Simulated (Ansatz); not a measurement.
## Cold compression of Na (hcp type)

```yaml
crystal:
  lattice:
    - [3.72755, 0.00000, 0.00000]
    - [-1.86378, 3.22815, 0.00000]
    - [0.00000, 0.00000, 6.05389]
  atoms:
    - { symbol: Na, position: [0.33333, 0.66667, 0.25000] }
    - { symbol: Na, position: [0.66667, 0.33333, 0.75000] }
```

The cell comes from a relaxation on PAW files under the same functional, begun from a prototype that needn't be the stable phase.

Its volume is scaled, and at each volume shape and atoms are relaxed on PAW files; all methods then take that cell.

Level of theory: DFT with PBEsol, scalar-relativistic, in Ansatz 0.2.0; a Γ-centred 12×12×7 k mesh, Fermi–Dirac smearing of 0.08 eV, no spin polarisation. LAPW: all electrons, basis error target 1 meV/atom; PAW: frozen-core files, cutoff 420 eV; crystal datasets: all electrons, by PAW datasets that the program makes for each cell; norm-conserving: pseudopotentials, cutoff 1197 eV; PAW (cutoff 1000 eV): frozen-core files, cutoff 1000 eV.

Energies are extrapolated to zero smearing and count from the unscaled cell; pressure is positive in compression; gaps take the mesh and a band path. No temperature or zero-point motion is included.

The PAW files were made under PBE. The structure type is held throughout; the real material can change phase at far lower pressure.

| V/V0 | V (Å³/atom) | P LAPW (GPa) | ΔE LAPW (eV/atom) | P PAW − LAPW (GPa) | ΔE PAW − LAPW (meV/atom) | space group | shortest distance (Å) |
| --- | --- | --- | --- | --- | --- | --- | --- |
| 1.00 | 36.42 | 0.00 | 0.000 | 0.00 | 0.0 | P6_3/mmc | 3.714 |
| 0.95 | 34.60 | 0.44 | 0.002 | 0.00 | 0.0 | P6_3/mmc | 3.651 |
| 0.85 | 30.96 | ? | ? | ? | ? | ? | ? |
| 0.75 | 27.32 | 3.81 | 0.086 | 0.00 | 0.0 | P6_3/mmc | 3.374 |
| 0.65 | 23.68 | 7.45 | 0.209 | 0.01 | 0.1 | P6_3/mmc | 3.217 |
| 0.55 | 20.03 | 14.15 | 0.446 | 0.02 | 0.5 | P6_3/mmc | 3.043 |
| 0.45 | 16.39 | 27.7 | 0.902 | 0.04 | 1.3 | P6_3/mmc | 2.846 |
| 0.40 | 14.57 | 39.9 | 1.281 | 0.06 | 2.0 | P6_3/mmc | 2.737 |

Q: Fit the Vinet equation to the LAPW pressures shown (residuals weighted by 1/(|P| + 0.03·Pmax)), and predict the pressure of the withheld row.

A: The fit gives V0 = 36.50 Å³/atom, B0 = 7.04 GPa and B0′ = 4.40. At 30.96 Å³/atom, x = (V/V0)^(1/3) = 0.9466, and P = 3·B0·(1 − x)/x²·exp[1.5·(B0′ − 1)·(1 − x)] = 1.65 GPa. The run itself gave 1.71 GPa (-3.5 % off) and ΔE = 0.025 eV/atom.

Q: At the smallest volume, how far do crystal datasets and norm-conserving and PAW (cutoff 1000 eV) lie from LAPW in pressure?

A: crystal datasets: 0.00 GPa; norm-conserving: +0.10 GPa; PAW (cutoff 1000 eV): +0.06 GPa, on a LAPW pressure of 39.9 GPa.

Q: How do the Löwdin populations by LAPW change from the unscaled cell to the last row?

A: Na 3s 0.96 → 1.01 electrons an atom. These are projections on the shells that the free atoms fill; 0.08 e a cell lies outside them at the start and 0.04 e at the end.
